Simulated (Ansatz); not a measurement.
Sc (dhcp (α-La type), P6_3/mmc) at seven volumes, PBEsol (plane waves, PAW; program Ansatz), shape and atoms relaxed at each. One row is withheld.

```
V (Å³/atom)  P (GPa)
-----------  -------
21.451          5.97
22.159          3.72
22.866             ?
23.573          0.00
24.280         -1.54
24.987         -2.91
25.695         -4.12
```

Q: Fit the shown pressures and predict the withheld one.

A: Third-order Birch–Murnaghan: P = (3/2)B₀(x^(7/2) − x^(5/2))[1 + (3/4)(B′ − 4)(x − 1)] with x = (V₀/V)^(2/3). Least squares on the six rows gives V₀ = 23.573 Å³/atom, B₀ = 54.73 GPa, B′ = 3.12. At V = 22.866, x = 1.0205 and P = 1.75 GPa. The run itself gave 1.75 GPa.

The start of the workflow was typed in or built on a structure type. Its sites differ from those of the usual phase in this space group: another stacking or structure type. The cell was relaxed with PBEsol under the symmetry of its start; its stability against distortions is not shown here. The run is not spin-polarised.

Potentials: the later of the program's two PAW sets.
